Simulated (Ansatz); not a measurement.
# WSe₂: do energies and stresses tell the same story?

Level of theory: DFT PBEsol, scalar-relativistic, plane waves, PAW in Ansatz.

Plane waves to 420 eV, a k mesh through Γ of 12×12×1 on the computed 9-atom cell and Gaussian smearing (0.02 eV); no spin polarisation.

Relaxed cell: P-6m2, a = 3.271 Å, b = 3.271 Å, c = 29.185 Å, α = 90.00°, β = 90.00°, γ = 120.00°, 9 atoms in the primitive cell. This form isn't the usual stable structure of the compound.

Energies at zero smearing and pressures from the stress tensor, at volumes with shape and atoms relaxed:
| V (Å³/atom) | E − E(first) (meV/atom) | P (GPa) |
| --- | --- | --- |
| 28.243 | 0.00 | 0.016 |
| 29.144 | 0.00 | 0.014 |
| 30.045 | 0.00 | -0.005 |
| 30.947 | 0.00 | 0.022 |
| 31.848 | 0.00 | 0.022 |

Q: Check P = −dE/dV between neighbouring volumes, and get the bulk modulus from the pressures alone.

A: With 1 eV/Å³ = 160.2 GPa:
| middle V (Å³/atom) | −ΔE/ΔV (GPa) | mean P (GPa) |
| --- | --- | --- |
| 28.693 | 0.000 | 0.015 |
| 29.595 | 0.000 | 0.004 |
| 30.496 | 0.000 | 0.008 |
| 31.398 | 0.000 | 0.022 |

The two differ by 0.023 GPa at most. The mean of two end pressures misses the average over a step by about ΔV² P″/12, up to 0.009 GPa here; with that taken off 0.032 GPa remains, from the finite cutoff, the mesh or the relaxation's tolerance. Around V = 30.045 Å³/atom, the two neighbours give B = −V ΔP/ΔV = 30.045 × -0.008 / 1.803 = -0.1 GPa, against B0 = 0.0 GPa from the Birch–Murnaghan fit of the energies, which describes these points poorly (B0' = -37.8).

Spin–orbit coupling is left out, which can shift energies with elements as heavy as these. The cell holds layers, and where no dispersion correction was added their binding is poorly described.